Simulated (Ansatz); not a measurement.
# Hf2S: zone-centre modes under pressure

Hf2S, P6_3/mmc, a = 3.313 Å, c = 11.606 Å. The structure is a Materials Project entry; whether it is the stable form wasn't checked. Ansatz: LDA, PAW, 420 eV, Γ-centred 12×12×4 mesh on 6 atoms, Fermi-Dirac smearing 0.15 eV; no spin polarisation. Cell and atoms are relaxed at each pressure with the symmetry kept; optical modes at Γ by linear response, in cm⁻¹, matched by rank (the highest 3 distinct ones).

| P (GPa) | V (Å³/atom) | ω1 | ω2 | ω3 |
| --- | --- | --- | --- | --- |
| 0 | 18.385 | 277.6 | 329.5 | 330.4 |
| 8 | 17.499 | 295.1 | 357.4 | 358.7 |
| 25 | 16.102 | ? | ? | ? |

**Question.** Get each mode's Grüneisen parameter γ = −d ln ω/d ln V from the other rows and predict the missing frequencies.

**Answer.** ln(V/V0) = 0.0000, -0.0494, -0.1326; a line through ln(ω/ω0) of the 2 known rows gives ω1: γ = 1.238, predicted 327.1, computed 322.1; ω2: γ = 1.645, predicted 409.8, computed 404.1; ω3: γ = 1.664, predicted 412.0, computed 406.4. The worst miss is 1.6 %: γ isn't constant over this range. In a metal these frequencies hang on the mesh and smearing.

Spin–orbit coupling is left out, which can shift energies with elements as heavy as these.